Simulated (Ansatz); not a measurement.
**PtSe$_{2}$, a database entry at a rescaled volume**

```
Se Pt
1.0
     3.78572    0.00000    0.00000
    -1.89286    3.27853    0.00000
     0.00000    0.00000    5.10947
Se Pt
2 1
Direct
  0.33330 0.66670 0.25500
  0.66670 0.33330 0.74500
  0.00000 0.00000 0.00000
```

Method: PBE, no spin polarisation; PAW, plane waves to 420 eV, 10×10×7 Γ-centred mesh, fermi-dirac occupations (width 0.1 eV) (Ansatz 0.2.0), atoms fixed.

Charges: Bader charges in e: Pt +0.09, Se -0.04. In the mean Pt gives up most and Se takes most.
Contacts: Se–Pt at 2.54 Å: least valence density 0.54 e/Å³ and ELF 0.49 there. Both are smooth PAW fields, read partly inside the augmentation spheres.
Stress: The pressure is 0.2 GPa (compression positive), so with the atoms held at these fractions the cell is close to zero pressure.
Electronic structure: It is a metal, with about 0.32 states/eV a cell as the mean within 0.25 eV of the Fermi level, mostly Se p (73 %) and Pt d (21 %).
Formation energy: -0.38 eV an atom against the elements' usual phases (free molecules for gases, crystals otherwise, with no correction for O₂ or N₂), so it is bound against them; other compounds may still compete. Relaxing would lower it.
Forces: The largest is on Se1 (and as large on other atoms): 0.19 eV/Å, components (0.00, 0.00, -0.19). It makes 59° with the line to a nearest neighbour, Pt3 at 2.54 Å.

Origin: a database entry at a rescaled volume.
